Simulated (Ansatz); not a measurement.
Consider the following.

Relaxed Se (trigonal-Se type, space group P3_121):

```
Se
1.0
    9.05880     0.00000     0.00000
   -2.26470     3.92257     0.00000
    0.00000     0.00000     5.04244
Se
6
Cartesian
  0.98925   0.00000   4.20203
  5.51865   0.00000   4.20203
 -0.49463   0.85672   0.84041
  4.03477   0.85672   0.84041
  1.77007   3.06586   2.52122
  6.29947   3.06586   2.52122
```

In this cell atom 1 (Se, nearest neighbour Se at 2.400 Å; its periodic images, 4.5 Å or more away, move with it) is moved by s along Cartesian z, unit vector (0.000, 0.000, 1.000); all other atoms and the cell stay fixed.

Level of theory: PBE (plane waves to 420 eV, PAW, scalar-relativistic; Ansatz, a program for electronic structure). k mesh 7×7×5 (Γ-centred), Fermi-Dirac smearing 0.05 eV. E stands for the smeared free energy. Se was relaxed with its symmetry unable to fall. The PAW data are Ansatz's earlier set. The zero of ΔE is the undisplaced structure.

The scan covers s from -0.240 to 0.240 Å in 11 points.

Task: Is this a single well or a double well?

Result: A single well with its minimum at or next to zero displacement.

Task: What is the force constant k = d²E/ds² of this move at s = 0?

Result: 7.80 eV/Å².

(A displaced cell: forces are minus the slopes of the energy, force constants its curvatures, and phonons follow from these.)
